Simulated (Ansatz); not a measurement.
TaAl3:
Space group I4/mmm (No. 139); a = 3.829 Å, b = 3.829 Å, c = 8.502 Å, α = 90.00°, β = 90.00°, γ = 90.00°

```csv
atom,site,symmetry,x,y,z
Ta,2a,4/mmm,0.0000,0.0000,0.0000
Al,2b,4/mmm,0.0000,0.0000,0.5000
Al,4d,-4m2,0.0000,0.5000,0.2500
```
(The calculation used a cell of 4 atoms; values per cell refer to that cell.)

Relaxed at zero pressure with PBEsol in the plane-wave PAW code Ansatz.

**Question.** The volume is raised by 3 % and shape and atoms relax at that volume. What pressure results, and how do the axes share the change?

**Answer.** -3.9 GPa; a 1.0 %, b 1.0 %, c 1.0 %; the energy rises by 6 meV/atom.

**Question.** Give the new structure.

**Answer.** 
Space group I4/mmm (No. 139); a = b = 3.866 Å, c = 8.590 Å, α = β = γ = 90.00°

```json
[
 {"atom": "Ta", "site": "2a", "symmetry": "4/mmm", "x": "0.0000", "y": "0.0000", "z": "0.0000"},
 {"atom": "Al", "site": "2b", "symmetry": "4/mmm", "x": "0.0000", "y": "0.0000", "z": "0.5000"},
 {"atom": "Al", "site": "4d", "symmetry": "-4m2", "x": "0.0000", "y": "0.5000", "z": "0.2500"}
]
```

The phase is kept; no other phase was compared at this pressure.

The workflow started from a Materials Project entry (that database holds measured and hypothetical structures alike); the Crystallography Open Database files this formula in space group No. 139, but the cells were not matched. Its standing as an ambient phase is unchecked. The PBEsol relaxation kept the symmetry of its start; its stability against distortions is not shown here. No spin polarisation was allowed. Axis ratios of metals converge slowly with the k-mesh, so a and c are less sure than the volume. Scalar-relativistic: spin–orbit coupling is off unless named, which matters more the heavier the elements.

Potentials: the later of the program's two PAW sets.
